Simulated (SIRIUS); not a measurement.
Input and output of a self-consistent single point for C (P1, 8 atoms in the cell; from Materials Project mp-48, changed as shown) (SIRIUS).

Method: LDA (PW92), GBRV LDA ultrasoft pseudopotentials (plane waves; SIRIUS).

The change in words: atoms moved at random. Reference geometry (P6_3/mmc):
```
CELL_PARAMETERS angstrom
      2.46729     0.00000     0.00000
      0.00000     4.27347     0.00000
      0.00000     0.00000     7.80307
ATOMIC_POSITIONS crystal
  C  0.00000 0.00000 0.25000
  C  0.00000 0.00000 0.75000
  C  0.00000 0.33333 0.25000
  C  0.50000 0.16667 0.75000
  C  0.50000 0.50000 0.25000
  C  0.50000 0.50000 0.75000
  C  0.50000 0.83333 0.25000
  C  0.00000 0.66667 0.75000
```

Reference input (self-consistent single point, DFT, LDA (PW92), plane waves, GBRV LDA ultrasoft pseudopotentials): parameters.ngridk = 12 6 4; parameters.xc_functionals = [XC_LDA_X, XC_LDA_C_PW]; parameters.gk_cutoff = 6.325 1/bohr; parameters.pw_cutoff = 14.143 1/bohr; parameters.smearing = fermi_dirac; parameters.smearing_width = 0.00499791 Ha; potentials = GBRV LDA ultrasoft pseudopotentials; parameters.electronic_structure_method = pseudopotential; parameters.num_bands = 20; parameters.num_mag_dims = 0; parameters.num_dft_iter = 100; parameters.energy_tol = 1e-07 Ha. This run's input differs from it in these lines:

```diff
@@ -43,10 +43,10 @@
       "C": [
-        [0.0, 0.0, 1.9507675],
-        [0.0, 0.0, 5.8523025],
-        [0.0, 1.4244892422, 1.9507675],
-        [1.233645, 0.7122467578, 5.8523025],
-        [1.233645, 2.136736, 1.9507675],
-        [1.233645, 2.136736, 5.8523025],
-        [1.233645, 3.5612252422, 1.9507675],
-        [0.0, 2.8489827578, 5.8523025]
+        [-0.0255290496, -0.0060085016, 1.9509079553],
+        [-0.0412654252, -0.009615312, 5.8810177976],
+        [0.0596590722, 1.4269934968, 2.0075738496],
+        [1.2251303822, 0.6849563656, 5.8454201923],
+        [1.2456952444, 2.1702143796, 1.9778129406],
+        [1.2455225341, 2.1050610255, 5.8270127501],
+        [1.2628453772, 3.5618491691, 1.8935475877],
+        [-0.0374781351, 2.886965377, 5.8289947299]
       ]
```

Log, with long lists cut:

```
[find] density tolerance         : 1e-06
[find] total energy tolerance    : 1e-07
[find] iter_solver_tol (initial) : 0.01
[find] iter_solver_tol (target)  : 1e-13
[find] num_dft_iter              : 100
Charges and magnetic moments
--------------------------------------------------------------------------------
total charge          : 32.000000
[find] | SCF iteration   0 out of 100|
[diagonalize] iterative solver tolerance (occupied, empty): 0.01 0.01
[diagonalize] average number of iterations: 2
[find] Charges and magnetic moments
[find] total charge          : 32.000000
[find] Energy
[find] smearing (-TS)                 :      -0.00043600
   [... lines left out ...]

[find] Charges and magnetic moments
[find] total charge          : 32.000000
[find] Energy
[find] smearing (-TS)                 :      -0.00046702
[find] Total energy                   :     -46.09178511 (Ha),     -92.18357023 (Ry)
[find] Free energy (E-TS)             :     -46.09225214 (Ha),     -92.18450427 (Ry)
[find] band gap (eV)                  :       0.22756300
[find] Efermi                         :       0.18858283
[find] iteration : 12, RMS (target) : 4.3376e-07 (1.0000e-06) , energy difference (target) : -1.7373e-11 (1.0000e-07)
[find] bands are converged : false
[find] iterative solver converged : true
[find] converged after 13 SCF iterations!
[find] Charges and magnetic moments
[find] total charge          : 32.000000
[find] Energy
[find] smearing (-TS)                 :      -0.00046702
[find] Total energy                   :     -46.09178511 (Ha),     -92.18357023 (Ry)
[find] Free energy (E-TS)             :     -46.09225214 (Ha),     -92.18450427 (Ry)
[find] band gap (eV)                  :       0.22756300
[find] Efermi                         :       0.18858283
[ground_state] === stress tensor components [kbar] ===
[ground_state] === stress_total ===
[ground_state]   101.572435  -15.124392   -2.191375
[ground_state]   -15.124392   77.903162    0.312160
[ground_state]    -2.191375    0.312160   18.340918
[ground_state] ==== total Forces in Ha/bohr =====
   [... lines left out ...]
[ground_state] atom:    3, force:      -0.0251505      0.0239680      0.0055776
[ground_state] atom:    4, force:       0.0384630     -0.0405922     -0.0029866
[ground_state] atom:    5, force:      -0.0349230      0.0384808      0.0011096
[ground_state] atom:    6, force:      -0.0493743      0.0116578      0.0185056
[ground_state] atom:    7, force:       0.0309829     -0.0749413      0.0050448
```

The run converged in 13 iterations. SIRIUS prints the stress tensor with tension positive. Against the reference run the free energy rises by 54.2 meV/atom, the pressure goes from -7.63 to -6.59 GPa and the largest force goes from 0.022 to 4.178 eV/Å.

Forces above 1 eV/Å remain at this geometry. The structure comes from a collection of computed structures, made at another level of theory; the collection holds predicted forms beside known ones. No clean gap shows at this smearing width and mesh (spacing up to 0.25 Å⁻¹); the mesh is coarse for partly filled bands, so the values carry mesh errors. Semi-local functionals can close small gaps.

Cost on one core: around 2.7 core-minutes (rough).
